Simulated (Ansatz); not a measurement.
## Ir (bcc): energy against volume

Computed with Ansatz 0.2.0, DFT, m-r2SCAN, plane waves (500 eV) with PAW, scalar-relativistic. The PAW files were generated under PBE, with cores re-solved for the functional.

The cell is scaled uniformly from the relaxed one, with fractional coordinates and shape fixed. Energies are extrapolated to zero smearing, pressures are those at the given smearing. Magnetic state: ferromagnetic.

A Birch-Murnaghan fit gives V₀ = 14.75 Å³/atom, B₀ = 327 GPa, B₀′ = 5.1.

Q: What are the energy above the minimum and the pressure at 12.969 Å³/atom?

A: 284.5 meV/atom and 58.24 GPa as computed.

Q: What are the energy above the minimum and the pressure at 14.148 Å³/atom?

A: 27.1 meV/atom and 15.17 GPa as computed.

Q: What are the energy above the minimum and the pressure at 15.917 Å³/atom?

A: 81.1 meV/atom and -20.53 GPa as computed.

m-r²SCAN is r²SCAN on the gauge-invariant kinetic-energy density; without spin polarisation the two are equal.
